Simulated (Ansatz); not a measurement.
One crystal and one scan (energy against volume) at two levels, PBE (plane waves to 420 eV, PAW, scalar-relativistic; Ansatz, an electronic-structure program) and r2SCAN (plane waves to 500 eV, PAW, scalar-relativistic; Ansatz), each from its own relaxed cell and on its own mesh. The cell shown is that of PBE.

ZnCu2SnSe4 (kesterite type, space group I-4)

```
ZnCu2SnSe4
1.0
   -2.88182     2.88182     5.76298
    2.88182    -2.88182     5.76298
    2.88182     2.88182    -5.76298
Cu Zn Sn Se
2 1 1 4
Direct
  0.00000   0.00000   0.00000
  0.75000   0.25000   0.50000
  0.25000   0.75000   0.50000
  0.50000   0.50000   0.00000
  0.63874   0.62944   0.52864
  0.10081   0.11010   0.47136
  0.37056   0.89919   0.00930
  0.88990   0.36126   0.99070
```

This relaxed cell (volume V₀) is scaled evenly in all directions, its shape held. The atoms relax within the cell's symmetry.

E stands for the smeared free energy. ZnCu2SnSe4 is run without spin polarisation. ZnCu2SnSe4 was relaxed with its symmetry unable to fall. With the shape held, the modulus is that of even scaling; a crystal free to change shape is softer. Percentages come from the unrounded values. Both scans cover V/V₀ from 0.840 to 1.160.

Results of PBE:

* **Lattice constant a (Å)**: 5.764
* **Lattice constant c (Å)**: 11.53
* **Relaxed volume (Å³/atom)**: 23.93
* **Band gap of the relaxed cell, no spin-orbit coupling (eV)**: 0.03
* **Pressure at the smallest volume (GPa)**: 14.9
* **Energy cost of the largest compression (meV/atom)**: 150
* **Energy cost of the largest expansion (meV/atom)**: 80
* **Bulk modulus at fixed cell shape B₀ (third-order Birch-Murnaghan fit) (GPa)**: 55.9
* **Pressure for 5 % compression (fit) (GPa)**: 3.2

Question: Estimate the r2SCAN values.

Answer: 
```csv
quantity,r2SCAN,PBE − r2SCAN
Lattice constant a (Å),5.699,+0.065 (+1.1 %)
Lattice constant c (Å),11.38,+0.15 (+1.3 %)
Relaxed volume (Å³/atom),23.11,+0.82 (+3.6 %)
"Band gap of the relaxed cell, no spin-orbit coupling (eV)",0.08,-0.05
Pressure at the smallest volume (GPa),17.0,-2.1 (-12 %)
Energy cost of the largest compression (meV/atom),166,-16 (-9 %)
Energy cost of the largest expansion (meV/atom),89,-9 (-10 %)
Bulk modulus at fixed cell shape B₀ (third-order Birch-Murnaghan fit) (GPa),64.0,-8.1 (-13 %)
Pressure for 5 % compression (fit) (GPa),3.7,-0.5 (-13 %)
```

PBE gives the higher value for: lattice constant a; lattice constant c; relaxed volume. PBE gives the lower value for: band gap of the relaxed cell, no spin-orbit coupling; pressure at the smallest volume; energy cost of the largest compression; energy cost of the largest expansion; bulk modulus at fixed cell shape B₀; pressure for 5 % compression. (PBE) At this level the bands of ZnCu2SnSe4 touch or barely overlap. Neither level is exact: the differences show how much the result hangs on the functional.

(A scan under strain: stresses follow from slopes of the energy per volume, elastic moduli from its curvatures.)
